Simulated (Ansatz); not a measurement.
Is this Mg2Ti2O3 structure a true minimum?

The cell was found from a proposed guess, not taken from experiment.

Method: Ansatz 0.2.0, DFT PBE, scalar-relativistic, plane waves, PAW. Cutoff 420 eV; k points 12×12×4 on the computed 7-atom cell (Γ-centred); Gaussian smearing, width 0.10 eV; no spin polarisation.

The cell below (7 atoms, space group P-3m1 (No. 164)) is relaxed within its symmetry.

```xyz
7
Lattice="2.9528 0.0000 0.0000 -1.4764 2.5572 0.0000 0.0000 0.0000 10.1536" Properties=species:S:1:pos:R:3 pbc="T T T"
Mg    0.0000    1.7048    1.3078
Mg    1.4764    0.8524    8.8458
Ti    1.4764    0.8524    3.9828
Ti    0.0000    1.7048    6.1708
O     0.0000    0.0000    2.5999
O     0.0000    0.0000    7.5537
O     0.0000    0.0000    0.0000
```

For the test it was strained at random (σ = 1.5 % a component), the atoms were moved at random (σ = 0.15 Å), and all was relaxed again on a coarse 12×12×2 mesh (in the run’s order of axes) with 0.20 eV smearing, with no symmetry imposed.

Task: What happens?

Result: It returns, within 1 meV/atom of the unmoved cell on that mesh and with the same symmetry when read at 0.1 Å (C2/m at 0.01 Å, so small strains and shifts remain). No instability shows in this cell; modes of other wave vectors, which need another repeat, aren't tested.
